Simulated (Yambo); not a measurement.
Yambo input for LiC (space group Immm, No. 71) under isotropic strain of -1.5 % on all lattice vectors (a = b = c = 3.940 Å, α = 126.93°, β = 106.14°, γ = 96.95°), on PBEsol (Quantum ESPRESSO, PseudoDojo norm-conserving, 82 Ry, no spin-orbit coupling) wavefunctions on a 14×14×14 mesh:

```
optics
chi
dipoles
kernel
FFTGvecs= 40 Ry
Chimod= "HARTREE"
NGsBlkXd= 4 Ry
% QpntsRXd
 1 | 1 |
%
% BndsRnXd
 3 | 33 |
%
GrFnTpXd= "R"
% EnRngeXd
 0.0 | 20.0 | eV
%
% DmRngeXd
 0.2 | 0.2 | eV
%
CGrdSpXd= 50
ETStpsXd= 161
% LongDrXd
 1.0 | 0.0 | 0.0 |
%
```

First lines of the file o-*.eps_q1_inv_rpa_dyson:

```
Absorption @ Q(1):   1.00000000     0.00000000     0.00000000    [q->0 direction]
#
# [ X ] Hartree size     :   43
# [GEN] GF Energies     : Perdew, Burke & Ernzerhof SOL(X)+Perdew, Burke & Ernzerhof SOL(C)
# [GEN] Green`s Function     : Retarded
#
# [GEN] Gauge     : Length
# [GEN] [r,Vnl] included     : yes
#
#    E[1] [eV]     Im(eps)     Re(eps)     Im(eps_o)     Re(eps_o)
#
     0.000000     -0.83579E-09     2.937993     0.44755E-18     3.389447
     0.125000     0.001492     2.938457     0.001994     3.390067
     0.250000     0.002991     2.939852     0.003998     3.391932
     0.375000     0.004504     2.942184     0.006020     3.395048
     0.500000     0.006037     2.945463     0.008069     3.399432
     0.625000     0.007600     2.949706     0.010157     3.405102
     0.750000     0.009200     2.954932     0.012294     3.412087
     0.875000     0.010845     2.961166     0.014491     3.420418
     1.000000     0.012546     2.968441     0.016760     3.430137
     1.125000     0.014313     2.976792     0.019116     3.441293
     1.250000     0.016158     2.986264     0.021574     3.453944
     1.375000     0.018094     2.996909     0.024152     3.468157
     1.500000     0.020139     3.008788     0.026869     3.484012
     1.625000     0.022309     3.021973     0.029751     3.501602
     1.750000     0.024629     3.036546     0.032824     3.521035
     1.875000     0.027124     3.052607     0.036123     3.542437
     2.000000     0.029828     3.070270     0.039687     3.565957
     2.125000     0.032782     3.089674     0.043568     3.591770
     2.250000     0.036037     3.110983     0.047829     3.620086
     2.375000     0.039663     3.134397     0.052553     3.651153
     2.500000     0.043750     3.160157     0.057847     3.685275
     2.625000     0.048424     3.188566     0.063861     3.722827
     2.750000     0.053861     3.220005     0.070802     3.764276
     2.875000     0.060329     3.254964     0.078978     3.810219
     3.000000     0.068241     3.294088     0.088868     3.861431
     3.125000     0.078297     3.338238     0.101265     3.918943
     3.250000     0.091766     3.388556     0.117602     3.984107
     3.375000     0.111171     3.446364     0.140703     4.058508
     3.500000     0.141631     3.511957     0.176287     4.142651
     3.625000     0.189959     3.579837     0.232056     4.230748
     3.750000     0.255760     3.640610     0.308103     4.312652
     3.875000     0.337680     3.684017     0.403738     4.376647
     4.000000     0.414198     3.703750     0.495041     4.414585
```
(The file goes on to the top of the energy range.) Convergence of the RPA response with its 14×14×14 mesh was not tested.

Geometry strained from the cell relaxed with PBEsol, atoms relaxed again.
